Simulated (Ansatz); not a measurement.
# La₃GeI₃: a ladder of calculations

Cell of run 1: a COD entry, taken as it stands.

Space group I4_132 (No. 214); a = 12.6036 Å.

```
site  Wyckoff  site symmetry       x       y       z
  La      24g            ..2  0.3631  0.8750  0.3869
  Ge       8a            .32  0.8750  0.3750  0.1250
   I      24h            ..2  0.6250  0.8844  0.3656
```

One atom of each set is listed; the run and its k-mesh use a cell of 28 atoms with edges of 10.92, 10.92, 10.92 Å.

Relaxed positions (PBE, cell held):

La (0.3617, 0.8750, 0.3883)
Ge (0.8750, 0.3750, 0.1250)
I (0.6250, 0.8850, 0.3650)

All runs are DFT with Ansatz 0.2.0 (plane waves and PAW, scalar-relativistic unless spin–orbit coupling is named, Γ-centred meshes, Fermi–Dirac smearing where given) in this cell.

Run 1: PBE, atoms as given; 420 eV, 4×4×4 k-points, smearing 0.05 eV.
Run 2: PBE, atoms relaxed; 420 eV, 4×4×4 k-points, smearing 0.05 eV.
Run 3: r2SCAN, at the relaxed atoms; 500 eV, 4×4×4 k-points, smearing 0.05 eV.

```
run  La V_zz (η)  Ge V_zz (η)   I V_zz (η)
  1  6.71 (0.46)  0.80 (0.00)  7.68 (0.19)
  2  6.83 (0.49)  0.83 (0.00)  7.83 (0.30)
  3            ?            ?            ?
```

V_zz in 10²¹ V/m².

(1) Estimate the row of run 3.

## Answers

(1) La: 6.90 (0.43); Ge: 0.72 (0.00); I: 7.15 (0.20). It lies nearest to run 1, from whose tensors on these sites it differs by 0.54 at most (largest principal value of the difference, on I). Taken one at a time, the functional (r2SCAN with its higher cutoff) moves the tensors on these sites by up to 0.90 (largest principal value of the change, on I), the positions of the atoms (as given or relaxed) by 0.65 (I). Without a gap such differences can lie within the error of the k-mesh, so this order isn't firm.

Without spin–orbit coupling the gradients at and beside I can be off by some per cent, at some sites by more. With these PAW files V_zz is typically within 2 to 3 % of all-electron values, but misses above 10 % occur on I. In runs 1, 2, 3 there is no gap above 0.1 eV, so the gradients can move by 10 % or more with the k-mesh.
